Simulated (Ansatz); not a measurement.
Input file for Ansatz (a first-principles code):

Ansatz 0.2 input:
```yaml
crystal:
  lattice:
    - [3.2652829698, 0.0, 0.0]
    - [-1.6326414849, 2.8278180024, 0.0]
    - [0.0, 0.0, 15.5094823344]
  atoms:
    - { symbol: Mg, position: [0.6666666667, 0.3333333333, 0.6481125113] }
    - { symbol: Mg, position: [0.6666666667, 0.3333333333, 0.9792932796] }
    - { symbol: Mg, position: [0.3333333333, 0.6666666667, 0.8137000073] }
    - { symbol: Mg, position: [0.3333333333, 0.6666666667, 0.4819098958] }
    - { symbol: Mg, position: [0.3333333333, 0.6666666667, 0.1474957378] }
    - { symbol: Mg, position: [0.0, 0.0, 0.3137046231] }
    - { symbol: O, position: [0.6666666667, 0.3333333333, 0.851677144] }
    - { symbol: O, position: [0.6666666667, 0.3333333333, 0.5204590272] }
    - { symbol: O, position: [0.3333333333, 0.6666666667, 0.0185482591] }
    - { symbol: O, position: [0.3333333333, 0.6666666667, 0.6860875012] }
    - { symbol: O, position: [0.3333333333, 0.6666666667, 0.352963332] }
    - { symbol: O, position: [0.0, 0.0, 0.1860486817] }
kpoints:
  mp_grid: { grid: [8, 8, 2] }
basis: { xc_grid: 2 }
hamiltonian:
  xc: pbesol
  pseudopotentials: { kind: paw }
scf:
  occupations: { method: fixed }
output:
  optics: { e_range: [0.0, 15.0], de: 0.05, sigma: 0.1, bands: { spectra_wanted_up_to: 12 eV } }
```

Output (shortened):

```
output.optics: the spectra are integrated over the Brillouin zone by k·p interpolation around the k-points, where levels, occupations, output.optics.sigma and …
Pseudopotential: Mg, paw, valence charge 10
Pseudopotential: O, paw, valence charge 6
Functional definition: PBEsol
Crystal: 12 atoms, lattice volume = 143.209 Å³
Basis set: ecut = 420 eV, 2871 PW (Γ), exchange–correlation on 48×48×216 points (8 copies of the dense FFT grid, shifted against one another)
Bands: 60, of which v1, the nominal top of the filled ones, is band 48 counted from 1 (47 counted from 0)
Symmetry: 6 space group operations
Space group: P3m1 (ITA 156), of the structure as read, at distance tolerance 5.2e-5 Å
k-points: 20 of 128 (time reversal used)
SCF iter   1: F=—  HF=-14853.731916 eV  |F-HF|=—  |Δ(HF+E_count)|=         —  Δρ=1.41e-2  dr2=2.47e-1  ethr=1.77e-3  ⟨swp⟩=4.5  Hψ=4167  notcnv=0  defer=186
preconditioner: auto → Resta (q_TF=auto, 2.552 Å⁻¹)
SCF iter   2: F=—  HF=-14853.665155 eV  |F-HF|=—  |Δ(HF+E_count)|=   6.68e-2  Δρ=2.83e-3  dr2=4.62e-3  ethr=2.57e-4  ⟨swp⟩=2.0  Hψ=1853  notcnv=0  defer=195
SCF iter   3: F=—  HF=-14853.664259 eV  |F-HF|=—  |Δ(HF+E_count)|=   8.96e-4  Δρ=1.05e-3  dr2=1.33e-3  ethr=4.81e-6  ⟨swp⟩=2.0  Hψ=1558  notcnv=0  defer=200
SCF iter   4: F=—  HF=-14853.664335 eV  |F-HF|=—  |Δ(HF+E_count)|=   7.60e-5  Δρ=2.93e-4  dr2=1.15e-4  ethr=1.38e-6  ⟨swp⟩=3.0  Hψ=1550  notcnv=0  defer=196
SCF iter   5: F=—  HF=-14853.664359 eV  |F-HF|=—  |Δ(HF+E_count)|=   2.34e-5  Δρ=9.10e-5  dr2=1.05e-5  ethr=1.20e-7  ⟨swp⟩=2.0  Hψ=1462  notcnv=0  defer=120
SCF iter   6: F=—  HF=-14853.664252 eV  |F-HF|=—  |Δ(HF+E_count)|=   1.06e-4  Δρ=3.40e-5  dr2=1.33e-6  ethr=1.09e-8  ⟨swp⟩=2.0  Hψ=1898  notcnv=0  defer=118
SCF iter   7: F=—  HF=-14853.664255 eV  |F-HF|=—  |Δ(HF+E_count)|=   2.55e-6  Δρ=7.92e-6  dr2=8.13e-8  ethr=1.39e-9  ⟨swp⟩=2.0  Hψ=1544  notcnv=0  defer=118
SCF iter   8: F=—  HF=-14853.664255 eV  |F-HF|=—  |Δ(HF+E_count)|=   4.31e-8  Δρ=4.53e-6  dr2=2.30e-8  ethr=8.47e-11  ⟨swp⟩=2.0  Hψ=1556  notcnv=0  defer=118
SCF iter  12: F=-14853.664255 eV  HF=-14853.664255 eV  |F-HF|=1.82e-12  |Δ(HF+E_count)|=  5.46e-12  Δρ=4.22e-8  dr2=2.16e-12  ethr=1.00e-12  ⟨swp⟩=2.0  Hψ=2779  notcnv=0
SCF 1 converged in 12 iterations: F = -14853.664255 eV  dr2 = 2.16e-12
NSCF: frozen V_eff on 20 k-points
Optics k sum: 0 of 20 k-points
Optics k sum: 1 of 20 k-points
Optics k sum: 2 of 20 k-points
Optics k sum: 3 of 20 k-points
Optics k sum: 4 of 20 k-points
Optics k sum: 5 of 20 k-points
Optics k sum: 6 of 20 k-points
Optics k sum: 7 of 20 k-points
Optics k sum: 8 of 20 k-points
Optics k sum: 9 of 20 k-points
Optics k sum: 10 of 20 k-points
Optics k sum: 11 of 20 k-points
Optics k sum: 12 of 20 k-points
Optics k sum: 13 of 20 k-points
Optics k sum: 14 of 20 k-points
Optics k sum: 15 of 20 k-points
Optics k sum: 16 of 20 k-points
Optics k sum: 17 of 20 k-points
Optics k sum: 18 of 20 k-points
Optics k sum: 19 of 20 k-points
Optics k sum: 20 of 20 k-points
Optics k sum: 0 of 20 k-points
Optics k sum: 1 of 20 k-points
Optics k sum: 2 of 20 k-points
Optics k sum: 3 of 20 k-points
Optics k sum: 4 of 20 k-points
Optics k sum: 5 of 20 k-points
Optics k sum: 6 of 20 k-points
Optics k sum: 7 of 20 k-points
Optics k sum: 8 of 20 k-points
Optics k sum: 9 of 20 k-points
Optics k sum: 10 of 20 k-points
Optics k sum: 11 of 20 k-points
Optics k sum: 12 of 20 k-points
Optics k sum: 13 of 20 k-points
Optics k sum: 14 of 20 k-points
Optics k sum: 15 of 20 k-points
Optics k sum: 16 of 20 k-points
Optics k sum: 17 of 20 k-points
Optics k sum: 18 of 20 k-points
Optics k sum: 19 of 20 k-points
Optics k sum: 20 of 20 k-points
NSCF: frozen V_eff on 1 k-points
NSCF: frozen V_eff on 1 k-points
output.optics: what the bands over the 87 summed would add to eps1, eps2 and the energy-loss function is held between a lower and an upper bound (8 Lanczos …
SCF converged after 12 iterations
Free energy (F): -14853.664255 eV
Harris-Foulkes:  -14853.664255 eV  (|F-HF|=1.82e-12)
Internal energy: -14853.664255 eV  (E = F + TS)
E sigma→0 (E₀):  -14853.664255 eV
Fermi energy:    4.647486 eV
--- Per-component energies (eV) ---
  E_band       = -2014.544831
  E_kinetic    = 1519.917845
  E_local      = -11217.055080  (includes V_loc(G=0)·N_el)
  E_nonlocal   = 864.155756
  E_hartree    = 3989.880366
  E_xc         = -618.233529
  E_vxc        = -796.196805  (∫ρ·V_xc dr)
  E_paw        = -2597.382307  (= ΣΔE_a)
  E_vpaw       = -365.142163  (= ΣTr[D̂ρ^β])
  E_aug_tail   = 0.014859  (compensation charges beyond the density's cutoff)
  E_ewald      = -6795.527064
  E_core_change = 0.564901  (= ΣΔE_core)
  E_smearing   =  0.000000  (= −TS)
  E_closure    = 0.000000  (closes the sum)
  Σ components = -14853.664255   (vs F -14853.664255, Δ=0.00e0)
  [band-id]    e_kinetic+e_local+e_nonlocal+2·e_hartree+e_vxc+e_vpaw+e_augmentation_tail = -2014.544857   (vs E_band -2014.544831, Δ=-2.58e-5)
--- Band table (eV; the first three rows and the last of 20) ---
  k-point 0: bands = ["-66.7047", "-66.6522", "-66.6395", "-66.5888", "-66.5367", "-66.5240", "-33.6757", "-33.6428", "-33.6428", "-33.6171", "-33.6019", "-33.5911", "-33.5911", "-33.5798", "-33.5798", "-33.5557", "-33.5269", "-33.5269", "-33.5055", …
  k-point 1: bands = ["-66.7047", "-66.6522", "-66.6395", "-66.5888", "-66.5367", "-66.5240", "-33.6757", "-33.6428", "-33.6428", "-33.6171", "-33.6019", "-33.5911", "-33.5911", "-33.5798", "-33.5798", "-33.5557", "-33.5269", "-33.5269", "-33.5055", …
  k-point 2: bands = ["-66.7044", "-66.6519", "-66.6392", "-66.5886", "-66.5364", "-66.5237", "-33.6749", "-33.6476", "-33.6438", "-33.6164", "-33.6016", "-33.5956", "-33.5921", "-33.5843", "-33.5808", "-33.5551", "-33.5315", "-33.5279", "-33.5047", …
  k-point 19: bands = ["-66.7027", "-66.6502", "-66.6374", "-66.5868", "-66.5347", "-66.5221", "-33.6707", "-33.6693", "-33.6581", "-33.6184", "-33.6116", "-33.6064", "-33.6050", "-33.5990", "-33.5949", "-33.5540", "-33.5505", "-33.5420", "-33.5053", …
```

Cost: about 9 core-minutes (a rough figure) on shared cores.

The workflow started from a Materials Project entry (that database holds measured and hypothetical structures alike); the Crystallography Open Database copy checked does not list it. It is not the phase usual at ambient conditions (space group No. 225). The PBEsol relaxation kept the symmetry of its start; whether a distortion lowers the energy is not shown.

Potentials: the later of the program's two PAW sets.

Ansatz is a plane-wave DFT program.
